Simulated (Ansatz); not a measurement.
## Mo: from a starting cell to a relaxed one

The start is a generated trial cell of Mo in the omega structure type. The cell and all atomic positions are relaxed at zero pressure with PBEsol (plane waves to 420 eV, PAW, scalar-relativistic; Ansatz, a program for electronic structure). The first steps use a coarse 9×9×12 k-mesh.

Input geometry:
```
Mo
1.0
    4.44996     0.00000     0.00000
   -2.22498     3.85378     0.00000
    0.00000     0.00000     2.70654
Mo
3
Direct
  0.00000   0.00000   0.00000
  0.33333   0.66667   0.50000
  0.66667   0.33333   0.50000
```

- Outcome: The space group stays P6/mmm (No. 191) (the run could not lower it), with 3 atoms in the primitive cell
- Energy released: 0.10 eV/atom
- Volume change: +0.9 %, from 15.47 to 15.62 Å³/atom
- Shortest distances (start → end): The closest pairs of elements (up to four, under 3.6 Å), start → end: Mo–Mo 2.57 → 2.53 Å
- Optimiser moves: 9

Relaxed structure:

```cif
data_Mo3
_chemical_formula_sum 'Mo3'
_space_group_name_H-M_alt 'P6/mmm'
_space_group_IT_number 191
_space_group_name_Hall '-P 6 2'
_cell_length_a 4.62127
_cell_length_b 4.62127
_cell_length_c 2.53327
_cell_angle_alpha 90.000
_cell_angle_beta 90.000
_cell_angle_gamma 120.000
loop_
_atom_site_label
_atom_site_type_symbol
_atom_site_symmetry_multiplicity
_atom_site_Wyckoff_symbol
_atom_site_fract_x
_atom_site_fract_y
_atom_site_fract_z
_atom_site_occupancy
Mo1 Mo 1 a 0.00000 0.00000 0.00000 1
Mo2 Mo 2 d 0.33333 0.66667 0.50000 1
```

Final values are on a 12×12×18 k-mesh of the relaxed cell. No spin polarisation in the result.

The run could not lose the symmetry of its start: the end is stationary, and may be a saddle point rather than a minimum.

All atoms sit on sites fixed by symmetry, so only the cell could relax.

The relaxed structure here is a generated cell of Mo: the first start was made by placing the elements on the sites of a structure type, and the end was not matched to a known phase here, so it may be hypothetical. Known forms of Mo include space group No. 229.
